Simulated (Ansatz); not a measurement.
Theory: Ansatz 0.2.0, DFT PBE, scalar-relativistic, plane waves, PAW. Settings: cutoff 420 eV, Γ-centred meshes spaced at most about 0.3 Å⁻¹, and about 0.25 Å⁻¹ or finer for metals (2π included), Gaussian smearing. No spin polarisation in the final relaxations.

Temperature and zero-point effects are left out. All come from trial cells, and lower structures may exist.

Question: Which of these relaxed structures of Al2Cl2F is the lowest in energy?
1. Space group R-3m (No. 166), trigonal, a = 4.394 Å, c = 17.426 Å. Around Al lie 1 F at 1.87 Å and 3 Cl at 2.61 Å; Cl has 3 Al at 2.61 Å and 3 F at 2.82 Å; F has 2 Al at 1.87 Å and 6 Cl at 2.82 Å.
2. Space group P4/mmm (No. 123), tetragonal, a = 4.587 Å, c = 4.743 Å. Al is surrounded by 2 F at 2.29 Å and 2 Cl at 2.37 Å; around Cl lie 2 Al at 2.37 Å; F has 4 Al at 2.29 Å.
3. Space group P4/mmm (No. 123), tetragonal, a = 5.137 Å, c = 6.246 Å. Al is surrounded by 1 F at 1.88 Å, 1 Al at 2.48 Å and 4 Cl at 2.85 Å; Cl has 4 Al at 2.85 Å; around F lie 2 Al at 1.88 Å.
4. Space group I4/mmm (No. 139), tetragonal, a = 5.064 Å, c = 9.171 Å. Around Al lie 4 Cl at 2.62 Å and 4 F at 3.42 Å; around Cl lie 4 Al at 2.62 Å, 1 F at 2.97 Å and 1 Cl at 3.22 Å; F has 2 Cl at 2.97 Å and 8 Al at 3.42 Å (long against covalent radii, as for large ions).

Answer: 1. It has space group R-3m (No. 166); the next, 3, with space group P4/mmm (No. 123), lies 141 meV/atom higher. Counting Cl or F atoms around Al (for each partner element, those within 1.25 times its shortest distance or 1.15 times the sum of covalent radii, where it is the nearest in units of that sum or under 1.3; a plus sign parts groups by distance over the sum of covalent radii), the lowest has Al 4 and the next has Al 1+4.

No dispersion correction is applied, so the spacing and binding between layers, chains or molecules are poorly described (R-3m, P4/mmm at 33.0 Å³/atom, I4/mmm), and this can change margins and order among such cells. In R-3m, P4/mmm at 33.0 Å³/atom, P4/mmm at 20.0 Å³/atom, I4/mmm an odd number of electrons in the primitive cell allows no gap without spin; a larger cell or a magnetic state could open one. Cells relaxed within their symmetry can be saddle points. Some structure types and database cells were kept out of the candidates from the start, so a known form may be missing.
